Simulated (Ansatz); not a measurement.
MoSe₂:
```cif
data_Mo2Se4
_chemical_formula_sum 'Se4 Mo2'
_space_group_name_H-M_alt 'P63/mmc'
_space_group_IT_number 194
_space_group_name_Hall '-P 6c 2c'
_cell_length_a 3.27697
_cell_length_b 3.27697
_cell_length_c 12.73538
_cell_angle_alpha 90.000
_cell_angle_beta 90.000
_cell_angle_gamma 120.000
loop_
_atom_site_label
_atom_site_type_symbol
_atom_site_symmetry_multiplicity
_atom_site_Wyckoff_symbol
_atom_site_fract_x
_atom_site_fract_y
_atom_site_fract_z
_atom_site_occupancy
Se1 Se 4 f 0.66667 0.33333 0.11856 1
Mo1 Mo 2 c 0.33333 0.66667 0.25000 1
```

Relaxed with PBE+D3(BJ). 

Question: HSE06 on this cell (Ansatz, a quantum-chemistry and plane-wave program, PAW) gives a gap of 1.21 eV. What does PBE+D3(BJ) give?

Answer: 0.74 eV.

Cost on shared cores: the PBE+D3(BJ) run (SCF on a 10×10×3 mesh, then bands and DOS) roughly 80 core-seconds, the HSE06 run (SCF on 6×6×2, then a few points) roughly 5 core-minutes; the tasks are unlike.

Space group P6_3/mmc. Symmetry was held in the PBE+D3(BJ) relaxation; phonons on a q-mesh show no instability. The run is not spin-polarised. Spin–orbit coupling is left out wherever it is not named.

Potentials: the later of the program's two PAW sets.

Ansatz is a plane-wave DFT program.
